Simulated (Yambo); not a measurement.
Yambo run on CsPbCl3 (cubic perovskite, space group Pm-3m, No. 221). The wavefunctions come from this Quantum ESPRESSO step (PBE, PseudoDojo stringent norm-conserving files, scalar-relativistic):

```
&CONTROL
  calculation = 'nscf'
  pseudo_dir = './pseudo'
  outdir = './out'
/
&SYSTEM
  ibrav = 0
  nat = 5
  ntyp = 3
  ecutwfc = 88.0
  ecutrho = 352.0
  occupations = 'fixed'
  force_symmorphic = .true.
  nbnd = 589
/
&ELECTRONS
  conv_thr = 5e-09
  diago_full_acc = .true.
  diago_thr_init = 1e-08
/
ATOMIC_SPECIES
Cl 35.4500 Cl.upf
Cs 132.9055 Cs.upf
Pb 207.2000 Pb.upf
CELL_PARAMETERS angstrom
  5.622239852000   0.000000000000   0.000000000000
  0.000000000000   5.622239852000   0.000000000000
  0.000000000000   0.000000000000   5.622239852000
ATOMIC_POSITIONS crystal
Cl   0.000000000000   0.500000000000   0.500000000000
Cl   0.500000000000   0.000000000000   0.500000000000
Cl   0.500000000000   0.500000000000   0.000000000000
Cs   0.000000000000   0.000000000000   0.000000000000
Pb   0.500000000000   0.500000000000   0.500000000000
K_POINTS automatic
2 2 2 0 0 0
```

Yambo input:

```
rim_cut
gw0
dyson
el_el_corr
HF_and_locXC
ppa
em1d
RandQpts= 1000000
RandGvec= 1 Ry
EXXRLvcs= 88 Ry
VXCRLvcs= 352 Ry
Chimod= "HARTREE"
% BndsRnXp
 5 | 586 |
%
NGsBlkXp= 12 Ry
% LongDrXp
 1.0 | 1.0 | 1.0 |
%
PPAPntXp= 27.2114 eV
% GbndRnge
 1 | 586 |
%
GTermKind= "BG"
DysSolver= "n"
ExtendOut
% QPkrange
 1 | 1 | 26 | 27 |
 2 | 2 | 26 | 27 |
 3 | 3 | 26 | 27 |
 4 | 4 | 26 | 27 |
%
```

k points by index: 1 = Γ, 2 = X, 3 = M, 4 = R.

Resulting energies as the program prints them:

```
#    K-point    Band    Eo [eV]    E [eV]    E-Eo [eV]    Vxc [eV]    Vnlxc [eV]    Sc|Eo [eV]    Sc|E [eV]    dSc/dw|Eo [eV]    Re(Z)    Im(Z)
#
    1    26    -2.460077    -3.971657    -1.511581    -14.02445    -18.43937    2.476096    2.903341    -7.690304    0.779654    -0.001779
    1    27    3.398926    3.498206    0.099280    -6.309076    -2.703614    -3.488494    -3.506182    -4.842007    0.848938    -0.001190
    2    26    -1.655245    -2.949502    -1.294256    -15.15979    -18.52516    1.723065    2.071111    -7.316860    0.788088    -0.001440
    2    27    3.051874    3.540009    0.488135    -11.80291    -7.548445    -3.657572    -3.766330    -6.061123    0.817831    -0.001476
    3    26    -0.800143    -1.974972    -1.174829    -15.40902    -18.21983    1.331574    1.635974    -7.049875    0.794230    -0.001371
    3    27    2.560244    3.015956    0.455712    -11.18075    -7.045464    -3.581004    -3.679575    -5.884325    0.822201    -0.001311
    4    26    0.000000    -1.081325    -1.081325    -15.70564    -18.08859    1.027679    1.301619    -6.893050    0.797882    -0.001348
    4    27    1.985388    2.381257    0.395869    -10.34937    -6.355668    -3.515324    -3.597828    -5.669549    0.827571    -0.001276
```
(The two width columns are left out.) Convergence of these settings isn't established.

Spin-orbit coupling is not included.

Geometry relaxed with PBEsol.
